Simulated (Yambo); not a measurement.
CaCd2P2 (space group P-3m1, No. 164), G0W0@LDA in Yambo with this input:

```
rim_cut
gw0
dyson
el_el_corr
HF_and_locXC
ppa
em1d
RandQpts= 1000000
RandGvec= 1 Ry
EXXRLvcs= 102 Ry
VXCRLvcs= 408 Ry
Chimod= "HARTREE"
% BndsRnXp
 10 | 217 |
%
NGsBlkXp= 8 Ry
% LongDrXp
 1.0 | 1.0 | 1.0 |
%
PPAPntXp= 27.2114 eV
% GbndRnge
 1 | 217 |
%
GTermKind= "BG"
DysSolver= "n"
ExtendOut
```

On a 3×3×2 mesh, with wavefunctions cut at 102 Ry, the gap (Γ → Γ) is 1.429 eV and the valence edge shifts by -0.565 eV.

Task: What happens with this change: exchange cut at 10 Ry?

Result: The gap falls by 0.258 eV, to 1.171 eV; the shift of the valence edge becomes -0.034 eV. Neither run is shown to be the converged limit.

Spin-orbit coupling is not included.

Geometry of the Materials Project entry, not relaxed at this level; primitive cell a = b = 4.292 Å, c = 7.055 Å, α = β = 90.00°, γ = 120.00°.

A shift is the quasiparticle energy of the state minus its LDA energy.
